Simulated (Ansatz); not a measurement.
CaCu$_{2}$O$_{3}$:
Space group Pmmn, origin choice 1 (No. 59); a = 4.023 Å, b = 9.870 Å, c = 3.497 Å, α = β = γ = 90.00°

| atom | site | symmetry | x | y | z |
|---|---|---|---|---|---|
| Ca | 2a | mm2 | 0.0000 | 0.0000 | 0.6172 |
| Cu | 4e | m.. | 0.5000 | 0.1643 | 0.1216 |
| O | 4e | m.. | 0.0000 | 0.1651 | 0.0963 |
| O | 2b | mm2 | 0.5000 | 0.0000 | 0.3607 |

Relaxed at zero pressure with the program Ansatz at the LDA level (PAW).

Q: The volume is raised by 3 % and shape and atoms relax at that volume. What pressure results, and how do the axes share the change?

A: -2.1 GPa; a 0.3 %, b 0.7 %, c 2.0 %; the energy rises by 2 meV/atom.

Q: Give the new structure.

A: 
Space group Pmmn, origin choice 1 (No. 59); a = 4.0344 Å, b = 9.9422 Å, c = 3.5665 Å, α = β = γ = 90.00°

```
atom  site  symmetry       x       y       z
----  ----  --------  ------  ------  ------
Ca      2a       mm2  0.0000  0.0000  0.6019
Cu      4e       m..  0.5000  0.1637  0.1117
O       4e       m..  0.0000  0.1638  0.0825
O       2b       mm2  0.5000  0.0000  0.3448
```

The phase is kept; no other phase was compared at this pressure.

The workflow started from an entry of the Crystallography Open Database (COD). Whether it is the stable phase at ambient conditions was not checked. Symmetry was held in the LDA relaxation; its stability against distortions is not shown here. The run is not spin-polarised. No Hubbard U is applied.

Potentials: the later of the program's two PAW sets.
